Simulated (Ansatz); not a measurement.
# Ionic part of the dielectric constant of CaIr$_{2}$S$_{4}$, mode by mode

All numbers below come from DFT PBE, scalar-relativistic, plane waves, PAW in Ansatz. Settings: 420 eV plane-wave cutoff, Γ-centred 6×6×6 mesh, fixed occupations. No spin polarisation. Phonons by linear response, acoustic sum rule imposed.

Space group Fd-3m (No. 227), cubic, a = 10.497 Å. Around Ca lie 4 S at 2.68 Å; Ir is surrounded by 6 S at 2.41 Å; S has 3 Ir at 2.41 Å, 1 Ca at 2.68 Å and 3 S at 3.04 Å.

It was reached by relaxing an invented guess, and it needn't be the stable form of this composition. Spin–orbit coupling is left out, which matters for heavy elements.

The primitive cell has V = 289.17 Å³ and ε∞,zz = 9.827. Each polar mode adds Δε = (4.92064×10⁷/V)·S/ν² along z, with S its oscillator strength in e²/amu, ν in cm⁻¹ and V in Å³.

Q: From these modes, find each Δε and ε0,zz.
| ν (cm⁻¹) | S_zz (e²/amu) |
| --- | --- |
| 140.09 | 0.06933 |
| 178.28 | 0.1454 |
| 293.40 | 0.2022 |
| 359.06 | 0.07005 |

A:
```csv
ν (cm⁻¹),Δε
140.09,0.60
178.28,0.78
293.40,0.40
359.06,0.09
```

The sum is 1.87, so ε0,zz = 11.70; the run's tensor has 11.70.

Q: Where do the longitudinal modes lie for a wave vector along z?

A: At 143.38, 185.22, 299.49, 360.97 cm⁻¹. The Lyddane–Sachs–Teller product Π(ν_LO/ν_TO)² = 1.19 agrees with ε0/ε∞ = 1.19.
